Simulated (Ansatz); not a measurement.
Pb:
```
Pb
1.0
    0.00000     2.44077     2.44077
    2.44077     0.00000     2.44077
    2.44077     2.44077     0.00000
Pb
1
Cartesian
  0.00000   0.00000   0.00000
```

Relaxed with LDA. Special points in fractions of this cell's reciprocal vectors: Γ (0.000, 0.000, 0.000); X (0.500, 0.000, 0.500); U (0.625, 0.250, 0.625); K (0.375, 0.375, 0.750); L (0.500, 0.500, 0.500); W (0.500, 0.250, 0.750).

Task: List the band energies nearest the Fermi level at these points for LDA (plane waves, PAW; program Ansatz).

Result: In eV from the Fermi level; about four levels below and three above (degenerate sets whole), none deeper than 8.9 eV; … stands for higher levels left out; points with the same levels are listed once.

```tsv
k	below	above
Γ	–	7.62 7.62 7.62
X	-6.78 -3.48	2.01 2.01 …
U	-6.88 -2.45 -1.34	2.99 …
L	-8.28 -4.45	5.70 5.70 …
W	-6.68 -1.50 -1.50	0.21 …
```

Space group Fm-3m (fcc (Cu type)). The LDA relaxation kept the symmetry of its start. Spin–orbit coupling is left out wherever it is not named.

Potentials: the later of the program's two PAW sets.
